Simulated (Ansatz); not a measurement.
Fe:
```yaml
crystal:
  lattice:
    - [-1.40225, 1.40225, 1.40225]
    - [1.40225, -1.40225, 1.40225]
    - [1.40225, 1.40225, -1.40225]
  atoms:
    - { symbol: Fe, position: [0.00000, 0.00000, 0.00000], spin: 2.2 }
```

Relaxed with PBE+D3(BJ).

Problem. Which orbitals make up the states near the Fermi level in DFT-PBE+D3(BJ) in the program Ansatz with PAW potentials?

Solution. Within 0.5 eV of the Fermi level: Fe 3d 90 %. Projections are on Löwdin-orthogonalised atomic valence shells; empty p or d shells of many metals are not among them.

Problem. Tabulate the density of states.

Solution. States/eV per cell of 1 atom, in 0.25 eV bins, energy from the Fermi level.

```csv
E (eV),total,Fe 3d,Fe 4s
-7.85,0.06,0.00,0.06
-7.60,0.07,0.00,0.07
-7.35,0.08,0.00,0.08
-7.10,0.09,0.00,0.09
-6.85,0.11,0.00,0.10
-6.60,0.12,0.01,0.11
-6.35,0.13,0.01,0.12
-6.10,0.15,0.02,0.13
-5.85,0.17,0.02,0.14
-5.60,0.20,0.04,0.16
-5.35,0.25,0.07,0.17
-5.10,0.49,0.26,0.21
-4.85,0.68,0.45,0.22
-4.60,0.85,0.62,0.22
-4.35,1.09,0.86,0.21
-4.10,0.79,0.62,0.16
-3.85,0.77,0.61,0.15
-3.60,1.20,1.05,0.13
-3.35,1.74,1.59,0.12
-3.10,1.50,1.35,0.12
-2.85,1.75,1.56,0.13
-2.60,1.88,1.71,0.11
-2.35,1.01,0.92,0.05
-2.10,1.03,0.95,0.03
-1.85,1.72,1.61,0.03
-1.60,1.79,1.67,0.04
-1.35,2.45,2.31,0.05
-1.10,3.29,3.12,0.07
-0.85,3.05,2.90,0.07
-0.60,1.52,1.39,0.06
-0.35,1.00,0.90,0.05
-0.10,0.94,0.85,0.04
0.15,0.93,0.86,0.04
0.40,0.61,0.55,0.04
0.65,0.77,0.70,0.05
0.90,0.94,0.86,0.05
1.15,1.21,1.13,0.05
1.40,1.46,1.37,0.06
1.65,1.40,1.30,0.06
1.90,2.51,2.39,0.07
2.15,1.05,0.92,0.08
2.40,0.60,0.47,0.09
2.65,0.36,0.22,0.09
2.90,0.33,0.18,0.09
3.15,0.31,0.15,0.09
3.40,0.30,0.13,0.09
3.65,0.28,0.11,0.09
3.90,0.27,0.10,0.08
4.15,0.25,0.08,0.08
4.40,0.24,0.07,0.07
4.65,0.23,0.06,0.07
```

Space group Im-3m (bcc (W type)). The PBE+D3(BJ) relaxation kept the symmetry of its start. The final state is ferromagnetic, chosen from 3 collinear starts compared on coarse meshes (ties went to the first, and starts can fall back to one state), not a proven ground state. Textbook magnetic order: ferromagnetic. The pairwise dispersion correction was not fitted to metals.

Potentials: the earlier of the program's two PAW sets.
